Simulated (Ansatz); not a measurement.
Ansatz (a first-principles code) input:

Ansatz 0.2 input:
```yaml
crystal:
  lattice:
    - [3.8393003278, 0.0, 0.0]
    - [0.0, 3.8393003278, 0.0]
    - [0.0, 0.0, 3.8393003278]
  atoms:
    - { symbol: Tl, position: [0.0, 0.0, 0.0] }
    - { symbol: Br, position: [0.5, 0.5, 0.5] }
kpoints:
  mp_grid: { grid: [6, 6, 6] }
basis: { xc_grid: 2 }
hamiltonian:
  xc: lda
  pseudopotentials: { kind: paw }
scf:
  occupations: { method: fixed }
output:
  optics: { e_range: [0.0, 15.0], de: 0.05, sigma: 0.1, bands: { spectra_wanted_up_to: 12 eV } }
```

Output (shortened):

```
output.optics: the spectra are integrated over the Brillouin zone by k·p interpolation around the k-points, where levels, occupations, output.optics.sigma and …
Pseudopotential: Tl, paw, valence charge 13
Pseudopotential: Br, paw, valence charge 7
Functional definition: SPW92
Crystal: 2 atoms, lattice volume = 56.592 Å³
Basis set: ecut = 420 eV, 1141 PW (Γ), exchange–correlation on 54×54×54 points (8 copies of the dense FFT grid, shifted against one another)
Bands: 14, of which v1, the nominal top of the filled ones, is band 10 counted from 1 (9 counted from 0)
Symmetry: 48 space group operations
Space group: Pm-3m (ITA 221), of the structure as read, at distance tolerance 3.8e-5 Å
k-points: 20 of 216
SCF iter   1: F=—  HF=-13841.931371 eV  |F-HF|=—  |Δ(HF+E_count)|=         —  Δρ=4.67e-3  dr2=1.21e-2  ethr=1.77e-3  ⟨swp⟩=4.9  Hψ=1307  notcnv=0  defer=35
preconditioner: auto → none
SCF iter   2: F=—  HF=-13841.925466 eV  |F-HF|=—  |Δ(HF+E_count)|=   5.90e-3  Δρ=1.79e-3  dr2=9.31e-4  ethr=6.03e-5  ⟨swp⟩=2.0  Hψ=682  notcnv=0  defer=36
SCF iter   3: F=—  HF=-13841.925199 eV  |F-HF|=—  |Δ(HF+E_count)|=   2.67e-4  Δρ=5.66e-4  dr2=1.22e-4  ethr=4.66e-6  ⟨swp⟩=2.0  Hψ=480  notcnv=0  defer=36
SCF iter   4: F=—  HF=-13841.925173 eV  |F-HF|=—  |Δ(HF+E_count)|=   2.52e-5  Δρ=1.01e-4  dr2=9.22e-6  ethr=6.08e-7  ⟨swp⟩=1.9  Hψ=314  notcnv=0  defer=29
SCF iter   5: F=—  HF=-13841.925175 eV  |F-HF|=—  |Δ(HF+E_count)|=   2.02e-6  Δρ=2.48e-5  dr2=1.77e-7  ethr=4.61e-8  ⟨swp⟩=2.2  Hψ=473  notcnv=0  defer=6
SCF iter   6: F=—  HF=-13841.925167 eV  |F-HF|=—  |Δ(HF+E_count)|=   8.88e-6  Δρ=4.93e-6  dr2=1.23e-8  ethr=8.85e-10  ⟨swp⟩=2.5  Hψ=516  notcnv=0  defer=5
SCF iter   7: F=—  HF=-13841.925167 eV  |F-HF|=—  |Δ(HF+E_count)|=   4.74e-9  Δρ=5.03e-7  dr2=6.96e-11  ethr=6.14e-11  ⟨swp⟩=2.3  Hψ=466  notcnv=0  defer=5
SCF iter   8: F=-13841.925167 eV  HF=-13841.925167 eV  |F-HF|=3.64e-12  |Δ(HF+E_count)|=  5.28e-11  Δρ=6.57e-8  dr2=1.52e-12  ethr=1.00e-12  ⟨swp⟩=4.7  Hψ=1157  notcnv=0
SCF 1 converged in 8 iterations: F = -13841.925167 eV  dr2 = 1.52e-12
NSCF: frozen V_eff on 20 k-points
Optics k sum: 0 of 20 k-points
Optics k sum: 1 of 20 k-points
Optics k sum: 2 of 20 k-points
Optics k sum: 3 of 20 k-points
Optics k sum: 4 of 20 k-points
Optics k sum: 5 of 20 k-points
Optics k sum: 6 of 20 k-points
Optics k sum: 7 of 20 k-points
Optics k sum: 8 of 20 k-points
Optics k sum: 9 of 20 k-points
Optics k sum: 10 of 20 k-points
Optics k sum: 11 of 20 k-points
Optics k sum: 12 of 20 k-points
Optics k sum: 13 of 20 k-points
Optics k sum: 14 of 20 k-points
Optics k sum: 15 of 20 k-points
Optics k sum: 16 of 20 k-points
Optics k sum: 17 of 20 k-points
Optics k sum: 18 of 20 k-points
Optics k sum: 19 of 20 k-points
Optics k sum: 20 of 20 k-points
Optics k sum: 0 of 20 k-points
Optics k sum: 1 of 20 k-points
Optics k sum: 2 of 20 k-points
Optics k sum: 3 of 20 k-points
Optics k sum: 4 of 20 k-points
Optics k sum: 5 of 20 k-points
Optics k sum: 6 of 20 k-points
Optics k sum: 7 of 20 k-points
Optics k sum: 8 of 20 k-points
Optics k sum: 9 of 20 k-points
Optics k sum: 10 of 20 k-points
Optics k sum: 11 of 20 k-points
Optics k sum: 12 of 20 k-points
Optics k sum: 13 of 20 k-points
Optics k sum: 14 of 20 k-points
Optics k sum: 15 of 20 k-points
Optics k sum: 16 of 20 k-points
Optics k sum: 17 of 20 k-points
Optics k sum: 18 of 20 k-points
Optics k sum: 19 of 20 k-points
Optics k sum: 20 of 20 k-points
output.optics: what the bands over the 27 summed would add to eps1, eps2 and the energy-loss function is held between a lower and an upper bound (8 Lanczos …
SCF converged after 8 iterations
Free energy (F): -13841.925167 eV
Harris-Foulkes:  -13841.925167 eV  (|F-HF|=3.64e-12)
Internal energy: -13841.925167 eV  (E = F + TS)
E sigma→0 (E₀):  -13841.925167 eV
Fermi energy:    6.365180 eV
--- Per-component energies (eV) ---
  E_band       = -24.266851
  E_kinetic    = 465.995819
  E_local      = -1149.481940  (includes V_loc(G=0)·N_el)
  E_nonlocal   = 393.861074
  E_hartree    = 398.837940
  E_xc         = -490.812475
  E_vxc        = -248.567489  (∫ρ·V_xc dr)
  E_paw        = -12026.758645  (= ΣΔE_a)
  E_vpaw       = -283.750262  (= ΣTr[D̂ρ^β])
  E_aug_tail   = 0.000032  (compensation charges beyond the density's cutoff)
  E_ewald      = -1433.631921
  E_core_change = 0.064950  (= ΣΔE_core)
  E_smearing   =  0.000000  (= −TS)
  E_closure    = 0.000000  (closes the sum)
  Σ components = -13841.925167   (vs F -13841.925167, Δ=0.00e0)
  [band-id]    e_kinetic+e_local+e_nonlocal+2·e_hartree+e_vxc+e_vpaw+e_augmentation_tail = -24.266886   (vs E_band -24.266851, Δ=-3.56e-5)
--- Band table (eV; the first three rows and the last of 20) ---
  k-point 0: bands = ["-8.1102", "-3.9567", "-3.9567", "-3.7112", "-3.7112", "-3.7112", "1.2766", "4.5641", "4.5641", "4.5641", "12.9211", "12.9211", "13.8161", "13.8161"]
  k-point 1: bands = ["-8.0305", "-3.9524", "-3.9115", "-3.7350", "-3.7350", "-3.7091", "0.9250", "4.7124", "4.7124", "4.8012", "11.5222", "13.0820", "13.3198", "13.3198"]
  k-point 2: bands = ["-7.8602", "-3.9438", "-3.8274", "-3.7819", "-3.7819", "-3.7049", "0.2901", "5.0381", "5.0381", "5.5241", "9.1899", "12.3728", "12.3728", "13.5043"]
  k-point 19: bands = ["-7.3505", "-3.9269", "-3.9269", "-3.9269", "-3.6212", "-3.6212", "3.4913", "3.8960", "3.8960", "3.8960", "7.8499", "7.8499", "7.8499", "19.6374"]
```

Cost: very roughly 15 core-seconds on shared cores.

The LDA relaxation kept the symmetry of its start. Spin–orbit coupling is left out wherever it is not named.

Potentials: the later of the program's two PAW sets.

Ansatz is a plane-wave DFT program.
